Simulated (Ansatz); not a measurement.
SnGeO3:
```
CELL_PARAMETERS angstrom
      3.60176     0.00000     0.00000
      0.00000     3.60176     0.00000
      0.00000     0.00000     4.56453
ATOMIC_POSITIONS crystal
  Ge 0.50000 0.50000 0.49233
  Sn 0.00000 0.00000 0.02220
  O  0.50000 0.50000 0.87226
  O  0.50000 0.00000 0.35960
  O  0.00000 0.50000 0.35960
```

Relaxed with LDA. Special points in fractions of this cell's reciprocal vectors: Γ (0.000, 0.000, 0.000); X (0.000, 0.500, 0.000); M (0.500, 0.500, 0.000); Z (0.000, 0.000, 0.500); R (0.000, 0.500, 0.500); A (0.500, 0.500, 0.500).

Q: List the band energies nearest the Fermi level at these points for LDA in the plane-wave PAW code Ansatz.

A: In eV from the Fermi level; about four levels below and three above (degenerate sets whole), none deeper than 8.9 eV; points with the same levels are listed once.

```csv
k,below,above
Γ,-3.33 -3.33 -3.12 -3.12 -0.95,4.61 6.33 6.33
X,-4.39 -4.35 -3.40 -3.00,0.22 1.88 3.70
M,-4.71 -4.71 -3.27 -2.03 -1.82,3.70 4.82 4.82
Z,-3.69 -2.99 -2.99 -1.69,0.56 2.02 6.25 6.25
R,-4.58 -4.29 -3.29 -3.22,0.00 3.42 4.15
A,-3.27 -2.78 -2.78 -1.83,3.85 4.66 4.66
```

Space group P4mm. A made-up cell: these elements were put on the sites of a structure type; neither database checked (COD, Materials Project) lists it. Its standing as an ambient phase is unchecked. The LDA relaxation kept the symmetry of its start; its stability against distortions is not shown here. Spin–orbit coupling is left out wherever it is not named.

Potentials: the later of the program's two PAW sets.
